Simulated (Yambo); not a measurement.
GaSe (space group P6_3/mmc, No. 194), G0W0@PBEsol in Yambo with this input:

```
rim_cut
gw0
dyson
el_el_corr
HF_and_locXC
ppa
em1d
RandQpts= 1000000
RandGvec= 1 Ry
EXXRLvcs= 86 Ry
VXCRLvcs= 344 Ry
Chimod= "HARTREE"
% BndsRnXp
 21 | 315 |
%
NGsBlkXp= 7 Ry
% LongDrXp
 1.0 | 1.0 | 1.0 |
%
PPAPntXp= 27.2114 eV
% GbndRnge
 1 | 315 |
%
GTermKind= "BG"
DysSolver= "n"
ExtendOut
```

On a 3×3×1 mesh, with wavefunctions cut at 86 Ry, the gap (Γ → Γ) is 1.655 eV and the valence edge shifts by -0.910 eV.

Q: What happens with this change: 3 Ry block?

A: The gap falls by 0.122 eV, to 1.533 eV; the shift of the valence edge becomes -0.669 eV. Neither run is shown to be the converged limit.

The standard potentials for Ga, Se keep a d shell in the valence without the s and p states of that shell. In tests on such compounds this moved G0W0 gaps by up to about 0.9 eV, so absolute quasiparticle energies here are unreliable; differences between settings are what counts.

Spin-orbit coupling is not included.

Geometry relaxed with PBE+D3(BJ); primitive cell a = b = 3.777 Å, c = 15.932 Å, α = β = 90.00°, γ = 120.00°.

A shift is the quasiparticle energy of the state minus its PBEsol energy.
